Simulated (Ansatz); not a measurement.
PtSe2:
```cif
data_PtSe2
_chemical_formula_sum 'Se2 Pt1'
_space_group_name_H-M_alt 'P-3m1'
_space_group_IT_number 164
_space_group_name_Hall '-P 3 2"'
_cell_length_a 3.77329
_cell_length_b 3.77329
_cell_length_c 4.81647
_cell_angle_alpha 90.000
_cell_angle_beta 90.000
_cell_angle_gamma 120.000
loop_
_atom_site_label
_atom_site_type_symbol
_atom_site_symmetry_multiplicity
_atom_site_Wyckoff_symbol
_atom_site_fract_x
_atom_site_fract_y
_atom_site_fract_z
_atom_site_occupancy
Se1 Se 2 d 0.33333 0.66667 0.26546 1
Pt1 Pt 1 a 0.00000 0.00000 0.00000 1
```

Relaxed at zero pressure with plane-wave PAW PBE+D3(BJ) (Ansatz code).

The volume is raised by 3 % and shape and atoms relax at that volume. What pressure results, and how do the axes share the change?

-1.4 GPa; a 0.2 %, b 0.2 %, c 2.6 %; the energy rises by 3 meV/atom.

Give the new structure.


Space group P-3m1 (No. 164); a = b = 3.781 Å, c = 4.940 Å, α = β = 90.00°, γ = 120.00°

| atom | site | symmetry | x | y | z |
|---|---|---|---|---|---|
| Se | 2d | 3m. | 0.3333 | 0.6667 | 0.2597 |
| Pt | 1a | -3m. | 0.0000 | 0.0000 | 0.0000 |

The phase is kept; no other phase was compared at this pressure.

Symmetry was held in the PBE+D3(BJ) relaxation; of distortions, only those at the zone centre were tested. No spin polarisation was allowed. Spin–orbit coupling is left out wherever it is not named.

Potentials: the later of the program's two PAW sets.
